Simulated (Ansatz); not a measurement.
Al$_{2}$Cu:
```yaml
crystal:
  lattice:
    - [-3.02569, 3.02569, 2.44364]
    - [3.02569, -3.02569, 2.44364]
    - [3.02569, 3.02569, -2.44364]
  atoms:
    - { symbol: Cu, position: [0.75000, 0.75000, 0.00000] }
    - { symbol: Cu, position: [0.25000, 0.25000, 0.00000] }
    - { symbol: Al, position: [0.15863, 0.65863, 0.81726] }
    - { symbol: Al, position: [0.65863, 0.84137, 0.50000] }
    - { symbol: Al, position: [0.84137, 0.34137, 0.18274] }
    - { symbol: Al, position: [0.34137, 0.15863, 0.50000] }
```

Relaxed with PBE.

### Question
Map the valence electron density (e/Å³), cut off at 0.5 on the plane through (0.750, 0.750, 0.000) spanned by u = [0, 0, 1] and v = [1, -1, 0] in lattice vectors, from PBE in the plane-wave PAW code Ansatz.

### Answer
x is the fraction of u, y of v (the angle between them is 90°; rows are the nearest grid lines); atoms in the plane: Cu at (0.00, 0.00), Cu at (0.00, 0.50), Al at (0.50, 0.91), Al at (0.50, 0.59).
```
y \ x   0.000  0.0800  0.200  0.280  0.360  0.440  0.560  0.640  0.720  0.800  0.920   1.00
------  -----  ------  -----  -----  -----  -----  -----  -----  -----  -----  -----  -----
1.00    0.500   0.500  0.425  0.240  0.209  0.167  0.167  0.209  0.240  0.425  0.500  0.500
0.925   0.500   0.500  0.287  0.244  0.177  0.073  0.073  0.177  0.244  0.287  0.500  0.500
0.850   0.245   0.219  0.166  0.177  0.184  0.129  0.129  0.184  0.177  0.166  0.219  0.245
0.775   0.198   0.176  0.127  0.133  0.180  0.239  0.239  0.180  0.133  0.127  0.176  0.198
0.700   0.203   0.182  0.134  0.142  0.189  0.237  0.237  0.189  0.142  0.134  0.182  0.203
0.625   0.340   0.287  0.194  0.199  0.167  0.083  0.083  0.167  0.199  0.194  0.287  0.340
0.550   0.500   0.500  0.354  0.259  0.201  0.090  0.090  0.201  0.259  0.354  0.500  0.500
0.450   0.500   0.500  0.324  0.193  0.157  0.142  0.142  0.157  0.193  0.324  0.500  0.500
0.375   0.340   0.306  0.220  0.179  0.147  0.128  0.128  0.147  0.179  0.220  0.306  0.340
0.300   0.203   0.212  0.192  0.176  0.205  0.218  0.218  0.205  0.176  0.192  0.212  0.203
0.225   0.198   0.207  0.170  0.157  0.212  0.245  0.245  0.212  0.157  0.170  0.207  0.198
0.150   0.245   0.242  0.217  0.189  0.168  0.150  0.150  0.168  0.189  0.217  0.242  0.245
0.0750  0.500   0.500  0.267  0.176  0.142  0.124  0.124  0.142  0.176  0.267  0.500  0.500
0.000   0.500   0.500  0.425  0.240  0.209  0.167  0.167  0.209  0.240  0.425  0.500  0.500
```

The density is the valence pseudo-density with augmentation charge, so density and ELF within about 1 Å of a nucleus are not all-electron values.

Space group I4/mcm. Symmetry was held in the PBE relaxation; of distortions, only those at the zone centre were tested. The run is not spin-polarised.

Potentials: the later of the program's two PAW sets.
